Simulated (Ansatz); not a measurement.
A distorted cell of SrO (rock salt):

```
SrO
1.0
    0.00000     2.56240     2.56240
    2.56240     0.00000     2.56240
    2.56240     2.56240     0.00000
O Sr
1 1
Direct
  0.00000   0.00000   0.00000
  0.50000   0.50000   0.50000
```

Method: PBE (plane waves to 420 eV, PAW, scalar-relativistic; Ansatz, a program for electronic structure). k mesh 11×11×11 (Γ-centred), Fermi-Dirac smearing 0.05 eV. E stands for the smeared free energy. Compression counts positive. SrO was relaxed with its symmetry unable to fall.

Question: What is the stress tensor (GPa)?

Answer: 
```
    3.8      0.0      0.0
    0.0      3.8      0.0
    0.0      0.0      3.8
```
The pressure, a third of the trace, is 3.8 GPa.

Question: It is the relaxed cell scaled evenly to V/V₀ = 0.960, atoms relaxed where free. What is its energy relative to the relaxed cell?

Answer: 8.0 meV/atom.

(Under strain, the slope of the energy per volume gives the stress and its curvature an elastic modulus.)
